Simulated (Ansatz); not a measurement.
BN in space group P6_3/mmc (No. 194; B on 2d, N on 2c) at seven volumes, DFT-LDA in the program Ansatz with PAW potentials, shape and atoms relaxed at each. One row is withheld.

```json
[
 {"V (Å³/atom)": "7.923", "P (GPa)": "4.26"},
 {"V (Å³/atom)": "8.185", "P (GPa)": "2.37"},
 {"V (Å³/atom)": "8.446", "P (GPa)": "0.97"},
 {"V (Å³/atom)": "8.707", "P (GPa)": "0.00"},
 {"V (Å³/atom)": "8.968", "P (GPa)": "?"},
 {"V (Å³/atom)": "9.229", "P (GPa)": "-1.09"},
 {"V (Å³/atom)": "9.491", "P (GPa)": "-1.33"}
]
```

Problem. Fit the shown pressures and predict the withheld one.

Solution. Third-order Birch–Murnaghan: P = (3/2)B₀(x^(7/2) − x^(5/2))[1 + (3/4)(B′ − 4)(x − 1)] with x = (V₀/V)^(2/3). Least squares on the six rows gives V₀ = 8.706 Å³/atom, B₀ = 27.14 GPa, B′ = 11.79. At V = 8.968, x = 0.9804 and P = -0.67 GPa. The run itself gave -0.68 GPa.

Symmetry was held in the LDA relaxation. A crystal of weakly bound layers computed without a dispersion correction: the cell and the soft elastic constants depend strongly on that.

Potentials: the earlier of the program's two PAW sets. The files were generated under PBE; for other functionals the program regenerates the frozen cores, and for LDA and PBEsol the local potential too.
